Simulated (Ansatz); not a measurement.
A generator proposed this cell of Rb2ZnGaC6N6.

```cif
data_structure
_symmetry_space_group_name_H-M 'Fm-3m'
_symmetry_Int_Tables_number 225
_cell_length_a 10.1440
_cell_length_b 10.1440
_cell_length_c 10.1440
_cell_angle_alpha 90.000
_cell_angle_beta 90.000
_cell_angle_gamma 90.000
_cell_volume 1043.83
loop_
_atom_site_label
_atom_site_type_symbol
_atom_site_symmetry_multiplicity
_atom_site_Wyckoff_symbol
_atom_site_fract_x
_atom_site_fract_y
_atom_site_fract_z
_atom_site_occupancy
Rb1 Rb 8 c 0.25000 0.75000 0.75000 1
Zn1 Zn 4 a 0.00000 0.00000 0.00000 1
Ga1 Ga 4 b 0.50000 0.00000 0.00000 1
C1 C 24 e 0.18898 0.00000 0.00000 1
N1 N 24 e 0.30432 0.00000 0.00000 1
```

All numbers below come from DFT PBE, scalar-relativistic, plane waves, PAW in Ansatz 0.2.0. Cutoff 420 eV; k points 4×4×4 on the computed 16-atom cell (Γ-centred); Gaussian smearing, width 0.10 eV; no spin polarisation.

The zero of energy is the elements' standard structures at the same level (N₂ as a molecule); no fitted shifts are applied.

Question: Estimate its pressure, forces and energy as it stands.

Answer: The pressure is 13.4 GPa (it wants to expand), the largest force is 2.15 eV/Å, and the energy is +0.43 eV/atom against the elements. The shortest distance is 1.17 Å.

Question: How much does it gain on relaxing, and where does it end?

Answer: Relaxing gains about 0.18 eV/atom (the start's value is from the coarse mesh, so the gain is rough) in 14 ionic steps and ends at +0.25 eV/atom on the finer mesh. The symmetry stays Fm-3m (No. 225). The volume per atom grows by 21.9 %, from 16.3 to 19.9 Å³. The shortest distance goes from 1.17 Å (C–N) to 1.18 Å (C–N). Conventional cell: a = 10.837 Å. Rb has 12 C at 3.86 Å and 12 N at 3.89 Å; Zn is surrounded by 6 C at 2.21 Å; around Ga lie 6 N at 2.03 Å; C has 1 N at 1.18 Å, 1 Zn at 2.21 Å, 4 C at 3.13 Å, 1 Ga at 3.21 Å, 4 N at 3.79 Å and 4 Rb at 3.86 Å; N has 1 C at 1.18 Å, 1 Ga at 2.03 Å, 4 N at 2.86 Å, 1 Zn at 3.39 Å, 4 C at 3.79 Å and 4 Rb at 3.89 Å.

The last run used a 6×6×6 mesh for its 16-atom cell and Gaussian smearing of 0.10 eV. An odd number of electrons in the primitive cell allows no gap without spin; a larger cell or a magnetic state could open one. The reference form of C is held partly by dispersion forces, which this level lacks. The relaxation can't lower the symmetry of the start. A structure relaxed within its symmetry needn't be a true minimum.
